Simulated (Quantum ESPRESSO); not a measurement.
# OsAl3Mo2CuPd: input and log of a self-consistent run

Computed values, not a measurement. The program is pw.x of Quantum ESPRESSO 7.5 (plane-wave density functional theory). The cell is made up: eight metal atoms on a face-centred cubic lattice, with elements, volume, strain and displacements drawn at random and not relaxed, so it may be unstable or far from any real phase. PseudoDojo standard norm-conserving files set the functional (PBE unless stated); there is no spin polarisation or spin-orbit coupling, the Fermi-Dirac width of 0.25 eV means electrons at about 2900 K, and the masses in the input are unused placeholders. The copper pseudopotential is less sure than most, with forces differing by about three percent and pressure by about two GPa from a second method on plain copper. Heavy elements are run without spin-orbit coupling, which real alloys of them have. A spin test at this wide smearing found no moment, but such smearing suppresses magnetism that the real alloy may have.

Input:

```
&control calculation='scf', pseudo_dir='./dojo.nc.sr.pbe.v0_5.standard.upf', outdir='./o', disk_io='minimal', tprnfor=.true., tstress=.true. /
&system ibrav=0, nat=8, ntyp=5, nbnd=58, ecutwfc=92.02030273, nosym=.true., tot_charge=0,
 occupations='smearing', smearing='fd', degauss=0.0183746611
/
&electrons conv_thr=1.470e-08, electron_maxstep=70, mixing_beta=0.5 /
ATOMIC_SPECIES
Al 1.0 Al.upf
Cu 1.0 Cu.upf
Mo 1.0 Mo.upf
Os 1.0 Os.upf
Pd 1.0 Pd.upf
CELL_PARAMETERS angstrom
0.0 1.9298 1.9298
-3.8596 1.9298 -1.9298
-3.8596 -5.7893 5.7893
ATOMIC_POSITIONS angstrom
Os 0.0158 -0.0392 0.0151
Al -3.8964 -3.8062 3.7953
Mo -3.8798 -1.982 1.9601
Cu -3.8563 -0.0644 -0.1624
Al -1.9921 -1.7734 3.6971
Al -1.7831 0.0785 2.0308
Mo -1.9332 1.8287 0.0123
Pd -5.9558 -1.7816 3.9452
K_POINTS automatic
8 5 3 1 1 1
```

The log is shortened where brackets say so; the opening notice, blank lines, dates and the lines on written files are dropped, and the path of the files is cut. It prints rydbergs, bohrs and kilobars, and counts compression as positive stress. Its total energy is the free energy E - TS of the whole cell.

```
     Program PWSCF v.7.5
     Parallel version (MPI & OpenMP), running on       4 processor cores
     Number of MPI processes:                 4
     Threads/MPI process:                     1
     [start-up lines left out]
     bravais-lattice index     =            0
     lattice parameter (alat)  =       5.1573  a.u.
     unit-cell volume          =     775.9752 (a.u.)^3
     number of atoms/cell      =            8
     number of atomic types    =            5
     number of electrons       =        90.00
     number of Kohn-Sham states=           58
     kinetic-energy cutoff     =      92.0203  Ry
     charge density cutoff     =     368.0812  Ry
     scf convergence threshold =      1.5E-08
     mixing beta               =       0.5000
     number of iterations used =            8  plain     mixing
     Exchange-correlation= PBE
                           (   1   4   3   4   0   0   0)
     [axes and pseudopotential details left out]
   Cartesian axes
     site n.     atom                  positions (alat units)
         1        Os     tau(   1) = (   0.0057893  -0.0143635   0.0055329  )
         2        Al     tau(   2) = (  -1.4276976  -1.3946470   1.3906531  )
         3        Mo     tau(   3) = (  -1.4216151  -0.7262336   0.7182091  )
         4        Cu     tau(   4) = (  -1.4130044  -0.0235971  -0.0595057  )
         5        Al     tau(   5) = (  -0.7299344  -0.6497995   1.3546712  )
         6        Al     tau(   6) = (  -0.6533538   0.0287635   0.7441146  )
         7        Mo     tau(   7) = (  -0.7083526   0.6700623   0.0045069  )
         8        Pd     tau(   8) = (  -2.1822917  -0.6528041   1.4455786  )
     number of k points=    60  Fermi-Dirac smearing, width (Ry)=  0.0184
                       cart. coord. in units 2pi/alat
        k(    1) = (  -0.0824959   0.0324089   0.0559794), wk =   0.0333333
        k(    2) = (   0.0353567   0.1502616  -0.0618732), wk =   0.0333333
     [further k points left out]
     Dense  grid:    92613 G-vectors     FFT dimensions: (  32,  60, 108)
     Estimated max dynamical RAM per process >     315.91 MB
     Estimated total dynamical RAM >       1.17 GB
     Initial potential from superposition of free atoms
     starting charge      89.9891, renormalised to      90.0000
     Starting wfcs are   61 randomized atomic wfcs
     total cpu time spent up to now is        6.4 secs
     per-process dynamical memory:   247.2 Mb
     Self-consistent Calculation
     iteration #  1     ecut=    92.02 Ry     beta= 0.50
     Davidson diagonalization with overlap
     ethr =  1.00E-02,  avg # of iterations =  5.7
     total cpu time spent up to now is       22.0 secs
     total energy              =   -1141.62645231 Ry
     estimated scf accuracy    <       9.70086442 Ry
     iteration #  2     ecut=    92.02 Ry     beta= 0.50
     Davidson diagonalization with overlap
     ethr =  1.00E-02,  avg # of iterations =  3.0
     total cpu time spent up to now is       36.7 secs
     total energy              =   -1143.05849399 Ry
     estimated scf accuracy    <      46.26300833 Ry
     iteration #  3     ecut=    92.02 Ry     beta= 0.50
     Davidson diagonalization with overlap
     ethr =  1.00E-02,  avg # of iterations =  3.5
     total cpu time spent up to now is       50.8 secs
     total energy              =   -1145.66885571 Ry
     estimated scf accuracy    <      31.46062040 Ry
     iteration #  4     ecut=    92.02 Ry     beta= 0.50
     Davidson diagonalization with overlap
     ethr =  1.00E-02,  avg # of iterations =  2.0
     total cpu time spent up to now is       62.1 secs
     total energy              =   -1146.99014740 Ry
     estimated scf accuracy    <      17.86079113 Ry
     iteration #  5     ecut=    92.02 Ry     beta= 0.50
     Davidson diagonalization with overlap
     ethr =  1.00E-02,  avg # of iterations =  1.0
     total cpu time spent up to now is       72.3 secs
     total energy              =   -1147.65726633 Ry
     estimated scf accuracy    <       1.53589878 Ry
     [iterations 6 to 13 left out]
     iteration # 14     ecut=    92.02 Ry     beta= 0.50
     Davidson diagonalization with overlap
     ethr =  1.98E-08,  avg # of iterations =  1.9
     total cpu time spent up to now is      179.6 secs
     total energy              =   -1147.62722943 Ry
     estimated scf accuracy    <       0.00001301 Ry
     iteration # 15     ecut=    92.02 Ry     beta= 0.50
     Davidson diagonalization with overlap
     ethr =  1.45E-08,  avg # of iterations =  1.0
     total cpu time spent up to now is      189.9 secs
     total energy              =   -1147.62723017 Ry
     estimated scf accuracy    <       0.00000251 Ry
     iteration # 16     ecut=    92.02 Ry     beta= 0.50
     Davidson diagonalization with overlap
     ethr =  2.79E-09,  avg # of iterations =  1.0
     total cpu time spent up to now is      200.1 secs
     total energy              =   -1147.62723033 Ry
     estimated scf accuracy    <       0.00000020 Ry
     iteration # 17     ecut=    92.02 Ry     beta= 0.50
     Davidson diagonalization with overlap
     ethr =  2.25E-10,  avg # of iterations =  2.0
     total cpu time spent up to now is      211.2 secs
     total energy              =   -1147.62723035 Ry
     estimated scf accuracy    <       0.00000011 Ry
     iteration # 18     ecut=    92.02 Ry     beta= 0.50
     Davidson diagonalization with overlap
     ethr =  1.26E-10,  avg # of iterations =  1.0
     total cpu time spent up to now is      221.5 secs
     End of self-consistent calculation
     [lines on levels left out]
!    total energy              =   -1147.62723035 Ry
     estimated scf accuracy    <       0.00000001 Ry
     smearing contrib. (-TS)   =      -0.08463579 Ry
     internal energy E=F+TS    =   -1147.54259456 Ry
     The total energy is F=E-TS. E is the sum of the following terms:
     one-electron contribution =    -639.62856609 Ry
     hartree contribution      =     367.49280934 Ry
     xc contribution           =    -178.39069095 Ry
     ewald contribution        =    -697.01614686 Ry
     convergence has been achieved in  18 iterations
     Forces acting on atoms (cartesian axes, Ry/au):
     atom    1 type  4   force =    -0.03482697   -0.00089365    0.03573281
     atom    2 type  1   force =    -0.01614374   -0.01483550    0.02316528
     atom    3 type  3   force =    -0.00706144    0.06685445   -0.04784816
     atom    4 type  2   force =    -0.00155449   -0.01217354    0.04074658
     atom    5 type  1   force =     0.05436975   -0.05963113    0.05320843
     atom    6 type  1   force =    -0.03677584    0.01034035   -0.03388472
     atom    7 type  3   force =     0.01696766    0.01743505   -0.02672055
     atom    8 type  5   force =     0.02502507   -0.00709603   -0.04439968
     Total force =     0.167428     Total SCF correction =     0.000533
     Computing stress (Cartesian axis) and pressure
          total   stress  (Ry/bohr**3)                   (kbar)     P=       92.16
   0.00049542   0.00015665  -0.00014618           72.88       23.04      -21.50
   0.00015665   0.00061150  -0.00003442           23.04       89.96       -5.06
  -0.00014618  -0.00003442   0.00077246          -21.50       -5.06      113.63
     init_run     :      5.66s CPU      5.86s WALL (       1 calls)
     electrons    :    214.04s CPU    215.20s WALL (       1 calls)
     forces       :      1.77s CPU      1.79s WALL (       1 calls)
     stress       :      6.27s CPU      6.28s WALL (       1 calls)
     [timing details left out]
     PWSCF        :   3m48.24s CPU   3m49.70s WALL
     JOB DONE.
```

In other units: free energy -15614.264 eV for the cell, pressure 9.22 GPa, largest force component 1.719 eV/Å in size. The run took 232 s of wall time with four MPI processes on a shared machine (Intel Xeon, 2023 or later, virtual cores), so the time is rough. A rerun of this cell at a higher cutoff and on a denser mesh moved values by no more than 0.010 eV in energy, 0.05 GPa in stress and 0.013 eV/Å in force, and a second program with other atomic files agreed on that cell to 2 % rms in force and 0.5 GPa in pressure.